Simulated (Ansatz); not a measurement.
**Structure relaxation, GaCuSe$_{2}$**

The start is a generated cell, GaCuSe2 built in the chalcopyrite structure type. A full variable-cell relaxation at zero pressure is run with PBE (plane waves to 420 eV, PAW, scalar-relativistic; Ansatz, a first-principles code). First-step values are on the input's coarse k-mesh.

Ansatz input (later rounds restart from its end on a renewed k-mesh):
Ansatz 0.2 input:
```yaml
crystal:
  lattice:
    - [-2.798879, 2.798879, 5.515734]
    - [2.798879, -2.798879, 5.515734]
    - [2.798879, 2.798879, -5.515734]
  atoms:
    - { symbol: Cu, position: [0.75, 0.25, 0.5] }
    - { symbol: Cu, position: [0, 0, 0] }
    - { symbol: Ga, position: [0.25, 0.75, 0.5] }
    - { symbol: Ga, position: [0.5, 0.5, 0] }
    - { symbol: Se, position: [0.1324, 0.125, 0.5074] }
    - { symbol: Se, position: [0.6176, 0.625, 0.4926] }
    - { symbol: Se, position: [0.375, 0.8676, 0.9926] }
    - { symbol: Se, position: [0.875, 0.3824, 0.0074] }
basis: { ecutwfc: 420, ecutrho_ratio: 4, xc_grid: 2, fft_grid_basis: typed }
kpoints: { mp_grid: { grid: [6, 6, 6] } }
hamiltonian:
  xc: pbe
  dispersion: none
  pseudopotentials: { azcp: { folder: ./paw }, kind: paw }
scf: { occupations: { method: fermi_dirac, width: 0.05 } }
relax: { f_tol: 0.01, max_steps: 100, cell: { stress_tol: 0.02 } }
output: { forces: true, stress: true }
```

Problem. How large is the pressure on the unrelaxed cell, and of which sign?

Solution. +4 GPa (positive: the cell is compressed).

Problem. How does the volume change?

Solution. +4.8 %, from 21.60 to 22.65 Å³/atom.

Problem. Is the relaxed structure metallic? Give its gap.

Solution. Zero, with touching bands (no spin-orbit coupling). The gap comes from the SCF mesh and the high-symmetry points alone.

The space group stays I-42d (No. 122) (the run could not lower it); the end is chalcopyrite type, with 8 atoms in the primitive cell. Final values are on a 8×8×8 k-mesh of the relaxed cell. No spin polarisation in the result.

The run could not lose the symmetry of its start; a randomly shaken copy of 8 atoms returns to this structure.
